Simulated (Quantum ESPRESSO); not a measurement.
# Planted mistakes on one cell of Zn3Se2ClF

Calculated results; nothing here was measured. They come from pw.x of Quantum ESPRESSO 7.5, a plane-wave density functional program, with PseudoDojo standard norm-conserving files (v0.5 for PBE, v0.4.1 for LDA and PBEsol). The cells are made up: elements, strain and atom displacements were drawn at random, and nothing was relaxed. There is no spin polarisation, spin-orbit coupling or dispersion term.

The cell has 8 sites of a zincblende or diamond lattice. Sites 1 to 4 hold empty Zn Zn Zn; sites 5 to 8 hold Se Cl Se F. Cell vectors in Å: (5.179, 0.000, 0.000); (0.000, 5.179, 0.000); (0.000, 0.000, 5.179). Settings: PBE, cutoff 1170 eV, 4 x 4 x 4 k mesh shifted by half a step, Fermi-Dirac smearing of 0.025 eV.

The intended run has a self-consistency threshold of 1e-07 eV, a smearing term of 0.000 eV, a pressure of 12.26 GPa and 10 iterations. Each further run changes one thing: all lengths scaled by 1.0059; atoms of sites 7 and 8 exchanged; cutoff 815 eV; files of LDA; k mesh 1 x 1 x 1; one electron added; smearing 0.84 eV; threshold 0.2 eV. A coarse mesh keeps the shift, and a charged cell sits in a uniform background.

```
run,change of free energy (eV),smearing term -TS (eV),change of P (GPa),largest change of a force component (eV/Å),iterations
A,-0.176,0.000,-1.67,0.157,10
B,14.836,0.000,-6.61,0.335,10
C,5.845,0.000,-65.83,0.030,10
D,-0.923,-2.913,1.22,0.497,11
E,0.283,0.000,1.06,2.726,10
F,10.228,-0.004,17.96,0.664,11
G,3.456,0.000,6.52,0.553,10
H,0.013,0.000,-5.11,0.145,4
```

A rerun of the intended cell at 1467 eV and k mesh 6 x 6 x 6 moved values by no more than 0.003 eV in the cell's energy, 0.02 GPa in stress and 0.002 eV/Å in force.

Question: which change belongs to which run?

## Worked reading

Run H has the fewest iterations, as a run stopped early does. Run D has the largest smearing term, as wide smearing gives. Run C has a higher energy and the largest fall in pressure, as too small a basis gives. Run A changes the volume by a factor of 1.0178; minus its pressure change over the logarithm of that factor, 95 GPa, is a rough bulk modulus with clamped atoms. Energies from files of another functional, or of a charged cell, have another zero and say nothing on stability; the pressure of a charged cell rests on the program's zero of potential too.

## Key

| run | change |
| --- | --- |
| A | all lengths scaled by 1.0059 |
| B | files of LDA |
| C | cutoff 815 eV |
| D | smearing 0.84 eV |
| E | atoms of sites 7 and 8 exchanged |
| F | one electron added |
| G | k mesh 1 x 1 x 1 |
| H | threshold 0.2 eV |